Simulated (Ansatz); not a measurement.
The relaxed structure here is a generated cell of AlCu: the first start was made by placing the elements on the sites of a structure type, and the end was not matched to a known phase here, so it may be hypothetical.

A relaxed cell of AlCu (R-3m (No. 166)), relaxed on a k-mesh at least as fine as the one used below. The numbers are results of PBEsol (plane waves to 420 eV, PAW, scalar-relativistic; Ansatz, an electronic-structure program), not measurements. Γ-centred k-mesh 7×14×14 on the run's cell (coarser than for final values), Fermi–Dirac smearing 0.05 eV.

```yaml
crystal:
  lattice:
    - [2.74793, 1.58652, 8.13014]
    - [-1.37397, 0.79326, 4.06507]
    - [0.00000, -1.58652, 4.06507]
  atoms:
    - { symbol: Al, position: [0.00000, 0.00000, 0.00000] }
    - { symbol: Al, position: [0.50000, 0.00000, 0.00000] }
    - { symbol: Cu, position: [0.25000, 0.50000, 0.50000] }
    - { symbol: Cu, position: [0.75000, 0.50000, 0.50000] }
```

The atoms are displaced by (Å):

| atom | ux | uy | uz |
|---|---|---|---|
| Al1 | 0.096 | 0.154 | -0.020 |
| Al2 | 0.084 | -0.043 | 0.002 |
| Cu3 | 0.081 | 0.001 | -0.047 |
| Cu4 | 0.025 | -0.142 | -0.083 |

### Question
What forces (eV/Å) and pressure result?

### Answer
| atom | Fx | Fy | Fz |
|---|---|---|---|
| Al1 | -0.53 | -0.99 | -0.21 |
| Al2 | 0.37 | 0.48 | -0.55 |
| Cu3 | -0.18 | 0.01 | 0.32 |
| Cu4 | 0.33 | 0.50 | 0.45 |

Pressure +1.6 GPa.

### Question
Estimate the energy cost of the displacement in the harmonic approximation and compare with the calculation.

### Answer
For a harmonic well ΔE = −½ Σ F·u = 0.160 eV a cell, or 40 meV/atom. The calculated energy relative to the undisplaced cell is +0.04 eV/atom, so the harmonic estimate holds well.

No spin polarisation in the result.

The run that gave the undisplaced cell could not lose the symmetry of its start; a randomly shaken copy of 4 atoms returns to this structure.
